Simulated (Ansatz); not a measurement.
## Bi2Se3 (Bi2Te3 type, space group R-3m), scan of one atom of the cell

Bi$_{2}$Se$_{3}$ (Bi2Te3 type, space group R-3m)

```
Bi2Se3
1.0
    2.07216     1.19636     9.48267
   -2.07216     1.19636     9.48267
    0.00000    -2.39272     9.48267
Bi Se
2 3
Direct
  0.40087   0.40087   0.40087
  0.59913   0.59913   0.59913
  0.00000   0.00000   0.00000
  0.21052   0.21052   0.21052
  0.78948   0.78948   0.78948
```

In this cell atom 3 (Se, nearest neighbour Bi at 3.069 Å; its periodic images, 4.1 Å or more away, move with it) is moved by s towards the nearest neighbour, unit vector (-0.675, -0.390, 0.626); all other atoms and the cell stay fixed.

Method: PBE-D3(BJ) (plane waves to 420 eV, PAW, scalar-relativistic; Ansatz, a first-principles code). k mesh 8×8×8 (Γ-centred), Fermi-Dirac smearing 0.05 eV. E stands for the smeared free energy. Compression counts positive. F∥ is the force on the atom along that direction. F⊥ is the part of the force across the line. Bi2Se3 was relaxed with its symmetry unable to fall. Spin-orbit coupling is left out, though Bi is heavy. ΔE is measured from the undisplaced structure.

| s (Å) | ΔE (meV/cell) | P (GPa) | |F⊥| (eV/Å) | F∥ (eV/Å) |
|---|---|---|---|---|
| -0.610 | 1060 | 3.64 | 0.619 | 4.625 |
| -0.488 | 601 | 2.17 | 0.502 | 3.011 |
| -0.366 | 306 | 1.16 | 0.381 | 1.892 |
| -0.244 | 126 | 0.50 | 0.257 | 1.096 |
| -0.122 | 30 | 0.12 | 0.129 | 0.500 |
| 0.000 | 0 | 0.00 | 0.000 | 0.000 |
| 0.122 | 30 | 0.12 | 0.129 | -0.500 |
| 0.244 | 126 | 0.50 | 0.257 | -1.096 |
| 0.366 | 306 | 1.16 | 0.381 | -1.892 |
| 0.488 | 601 | 2.17 | 0.502 | -3.011 |
| 0.610 | 1060 | 3.64 | 0.619 | -4.625 |

What the scan shows:

The energy at s = 0.610 Å comes out as 1060 meV/cell. The force along the line at s = -0.610 Å comes out as 4.63 eV/Å and the force constant k = d²E/ds² at s = 0 (finite differences) is 3.96 eV/Å². Symmetry of the curve: even: the same for both signs. Shape of the curve: a single well with its minimum at or next to zero displacement. Harmonic estimate at the end of the scan: ½ks² = 738 meV/cell against the computed 1060 meV/cell, so the well is stiffer than harmonic there.

(A displaced cell: forces are minus the slopes of the energy, force constants its curvatures, and phonons follow from these.)
